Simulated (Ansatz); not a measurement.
Ni3Se2:
```
Ni3Se2
1.0
    2.98936     1.72591     2.40205
   -2.98936     1.72591     2.40205
    0.00000    -3.45181     2.40205
Ni Se
3 2
Cartesian
 -1.51019   1.72591   2.40205
 -0.73959  -2.17081   2.40205
  2.24977   0.44491   2.40205
  0.00000   0.00000   1.85453
  0.00000   0.00000   5.35162
```

Relaxed with r²SCAN. Special points in fractions of this cell's reciprocal vectors: Γ (0.000, 0.000, 0.000); L (0.500, 0.000, 0.000); T (0.500, -0.500, 0.500); P0 (0.490, -0.510, 0.490); P2 (0.490, 0.490, 0.490); F (0.500, -0.500, 0.000).

Question: List the band energies nearest the Fermi level at these points for r²SCAN in the plane-wave PAW code Ansatz.

Answer: In eV from the Fermi level; about four levels below and three above (degenerate sets whole), none deeper than 8.9 eV; points with the same levels are listed once.

```csv
k,below,above
Γ,-1.28 -1.07 -1.07 -0.55,1.22 1.22 1.73
L,-1.29 -1.29 -0.99 -0.96 -0.05,0.63 0.75 3.85
T,-0.87 -0.87 -0.71 -0.42,7.52 7.52 7.55
P0,-0.91 -0.83 -0.71 -0.42,7.50 7.53 7.54
F,-1.39 -1.24 -0.67 -0.40,0.51 1.06 3.24
```

Space group R32. The workflow started from a Materials Project entry (that database holds measured and hypothetical structures alike); the Crystallography Open Database files this formula in space group No. 155, but the cells were not matched. Whether it is the stable phase at ambient conditions was not checked. The r²SCAN relaxation kept the symmetry of its start; its stability against distortions is not shown here. The run is not spin-polarised. Scalar-relativistic: spin–orbit coupling is off unless named, which matters more the heavier the elements.

Potentials: the earlier of the program's two PAW sets.
